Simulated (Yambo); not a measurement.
A BSE run in Yambo for Sc2Si2O7 (space group C2/m, No. 12) (PBEsol bands; 4×4×4 mesh, 18 valence and 12 conduction bands, static screening with 83 bands and a 3 Ry block, scissor 3.03 eV, Tamm-Dancoff; field along x) gives:

```csv
state,energy (eV),states within 2 meV,relative strength,class
1,6.45,1,< 0.01,weak
2,6.56,1,< 0.01,dark
3,6.75,1,< 0.01,dark
4,6.85,2,1.00,strong
5,6.88,1,< 0.01,dark
```

Axes are Cartesian, with cell vectors (Å) (3.26, -4.26, 0.00), (3.26, 4.26, 0.00), (-1.03, 0.00, 4.58).

**Question.** What changes when the window shrinks to 10 valence and 7 conduction bands?

**Answer.** The lowest state goes from 6.451 eV to 6.481 eV, and its distance below the direct gap from 1.116 eV to 1.087 eV. These are vertical excitations (zero momentum); the indirect quasiparticle gap, about 7.35 eV, is smaller than the direct one (7.57 eV on the GW mesh). The scissor comes from a G0W0 run whose convergence isn't established.

Geometry of the Materials Project entry, not relaxed at this level; primitive cell a = b = 5.363 Å, c = 4.691 Å, α = β = 97.70°, γ = 105.12°.
